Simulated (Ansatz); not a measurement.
NaCl:
```cif
data_Cl6Na6
_chemical_formula_sum 'Na6 Cl6'
_space_group_name_H-M_alt 'P 1'
_space_group_IT_number 1
_cell_length_a 6.68037
_cell_length_b 6.68037
_cell_length_c 6.98529
_cell_angle_alpha 90.000
_cell_angle_beta 90.000
_cell_angle_gamma 120.000
loop_
_space_group_symop_operation_xyz
  'x, y, z'
loop_
_atom_site_label
_atom_site_type_symbol
_atom_site_fract_x
_atom_site_fract_y
_atom_site_fract_z
_atom_site_occupancy
Na1 Na 0.00000 0.66673 0.50000 1
Na2 Na 0.66673 0.00000 0.50000 1
Na3 Na 0.33327 0.33327 0.50000 1
Na4 Na 0.00000 0.33341 0.00000 1
Na5 Na 0.33341 0.00000 0.00000 1
Na6 Na 0.66659 0.66659 0.00000 1
Cl1 Cl 0.66667 0.33333 0.25003 1
Cl2 Cl 0.66667 0.33333 0.74997 1
Cl3 Cl 0.33333 0.66667 0.25003 1
Cl4 Cl 0.33333 0.66667 0.74997 1
Cl5 Cl 0.00000 0.00000 0.75005 1
Cl6 Cl 0.00000 0.00000 0.24995 1
```

Relaxed with PBEsol.

**Question.** Which orbitals make up the states near the band edges in plane-wave PAW PBEsol (Ansatz code)?

**Answer.** Top 1 eV of the valence band: Cl 3p 99 %. Bottom 1 eV of the conduction band: Na 3s 71 %, Cl 3s 20 %, Cl 3p 7 %. Projections are on Löwdin-orthogonalised atomic valence shells; empty p or d shells of many metals are not among them.

**Question.** Tabulate the density of states.

**Answer.** States/eV per cell of 12 atoms, in 0.25 eV bins, energy from the valence-band maximum.

```csv
E (eV),total,Cl 3p,Na 3s,Cl 3s
-7.85,0.00,0.00,0.00,0.00
-7.60,0.00,0.00,0.00,0.00
-7.35,0.00,0.00,0.00,0.00
-7.10,0.00,0.00,0.00,0.00
-6.85,0.00,0.00,0.00,0.00
-6.60,0.00,0.00,0.00,0.00
-6.35,0.00,0.00,0.00,0.00
-6.10,0.00,0.00,0.00,0.00
-5.85,0.00,0.00,0.00,0.00
-5.60,0.00,0.00,0.00,0.00
-5.35,0.00,0.00,0.00,0.00
-5.10,0.00,0.00,0.00,0.00
-4.85,0.00,0.00,0.00,0.00
-4.60,0.00,0.00,0.00,0.00
-4.35,0.00,0.00,0.00,0.00
-4.10,0.00,0.00,0.00,0.00
-3.85,0.00,0.00,0.00,0.00
-3.60,0.00,0.00,0.00,0.00
-3.35,0.00,0.00,0.00,0.00
-3.10,0.00,0.00,0.00,0.00
-2.85,0.00,0.00,0.00,0.00
-2.60,0.50,0.41,0.08,0.00
-2.35,3.86,3.32,0.50,0.01
-2.10,14.09,12.62,1.30,0.05
-1.85,17.98,16.56,1.19,0.09
-1.60,17.28,16.23,0.76,0.12
-1.35,11.07,10.59,0.30,0.05
-1.10,14.48,14.05,0.23,0.05
-0.85,17.85,17.51,0.14,0.04
-0.60,24.84,24.57,0.08,0.03
-0.35,14.41,14.29,0.03,0.01
-0.10,7.64,7.59,0.01,0.00
0.15,0.00,0.00,0.00,0.00
0.40,0.00,0.00,0.00,0.00
0.65,0.00,0.00,0.00,0.00
0.90,0.00,0.00,0.00,0.00
1.15,0.00,0.00,0.00,0.00
1.40,0.00,0.00,0.00,0.00
1.65,0.00,0.00,0.00,0.00
1.90,0.00,0.00,0.00,0.00
2.15,0.00,0.00,0.00,0.00
2.40,0.00,0.00,0.00,0.00
2.65,0.00,0.00,0.00,0.00
2.90,0.00,0.00,0.00,0.00
3.15,0.00,0.00,0.00,0.00
3.40,0.00,0.00,0.00,0.00
3.65,0.00,0.00,0.00,0.00
3.90,0.00,0.00,0.00,0.00
4.15,0.00,0.00,0.00,0.00
4.40,0.01,0.00,0.01,0.00
4.65,0.23,0.01,0.16,0.05
4.90,0.40,0.02,0.28,0.08
5.15,0.58,0.05,0.41,0.11
5.40,0.77,0.08,0.54,0.13
5.65,1.01,0.11,0.70,0.16
5.90,1.48,0.16,0.96,0.19
6.15,2.55,0.21,1.22,0.20
6.40,4.83,0.33,2.03,0.24
6.65,7.05,0.46,2.99,0.26
6.90,5.20,0.35,2.70,0.16
7.15,12.04,0.81,6.98,0.32
7.40,6.37,0.37,3.42,0.12
7.65,4.46,0.19,1.72,0.05
7.90,1.44,0.04,0.33,0.01
8.15,2.38,0.07,0.71,0.01
8.40,5.46,0.16,1.54,0.02
8.65,9.30,0.30,2.60,0.03
8.90,14.42,0.49,4.10,0.07
9.15,8.21,0.19,1.33,0.03
```

Space group P6_3/mmc (NiAs type). The first step of the workflow began from a Materials Project structure, measured or hypothetical; the Crystallography Open Database copy checked does not list it. It is not the phase usual at ambient conditions (space group No. 225). The PBEsol relaxation kept the symmetry of its start; its stability against distortions is not shown here.

Potentials: the earlier of the program's two PAW sets. The files were generated under PBE; for other functionals the program regenerates the frozen cores, and for LDA and PBEsol the local potential too.
